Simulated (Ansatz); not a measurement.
**P: from a starting cell to a relaxed one**

The start is a generated trial cell of P in the graphite structure type. The structure is fully relaxed (lattice and positions, P = 0) with PBEsol (plane waves to 420 eV, PAW, scalar-relativistic; Ansatz, a program for electronic structure). The first steps use a coarse 7×7×3 k-mesh.

Starting cell:
```
CELL_PARAMETERS angstrom
      3.70659     0.00000     0.00000
     -1.85329     3.21000     0.00000
      0.00000     0.00000    10.09534
ATOMIC_POSITIONS crystal
  P  0.00000 0.00000 0.25000
  P  0.00000 0.00000 0.75000
  P  0.33333 0.66667 0.25000
  P  0.66667 0.33333 0.75000
```

Q: How large is the pressure on the unrelaxed cell, and of which sign?

A: +5 GPa (positive: the cell is compressed).

Q: By how much does the energy per atom fall from start to end?

A: 0.50 to 0.51 eV/atom (the two k-meshes of the run give this range).

Q: How do the shortest distances between atoms change?

A: The closest pairs of elements (up to four, under 3.6 Å), start → end: P–P 2.14 → 2.28 Å.

Q: Is the relaxed structure metallic? Give its gap.

A: Zero (metallic).

Q: Write out the relaxed structure.

A: 
```cif
data_P4
_chemical_formula_sum 'P4'
_space_group_name_H-M_alt 'P63/mmc'
_space_group_IT_number 194
_space_group_name_Hall '-P 6c 2c'
_cell_length_a 3.94721
_cell_length_b 3.94721
_cell_length_c 4.80165
_cell_angle_alpha 90.000
_cell_angle_beta 90.000
_cell_angle_gamma 120.000
loop_
_atom_site_label
_atom_site_type_symbol
_atom_site_symmetry_multiplicity
_atom_site_Wyckoff_symbol
_atom_site_fract_x
_atom_site_fract_y
_atom_site_fract_z
_atom_site_occupancy
P1 P 2 b 0.00000 0.00000 0.25000 1
P2 P 2 c 0.33333 0.66667 0.25000 1
```

The space group stays P6₃/mmc (No. 194) (the run could not lower it), with 4 atoms in the primitive cell. Final values are on a 14×14×10 k-mesh of the relaxed cell. No spin polarisation in the result.

The run could not lose the symmetry of its start, so the end can be a saddle point.

All atoms sit on sites fixed by symmetry, so only the cell could relax.

The relaxed structure here is a generated cell of P: the first start was made by placing the elements on the sites of a structure type, and the end was not matched to a known phase here, so it may be hypothetical. Known forms of P include space group No. 64.
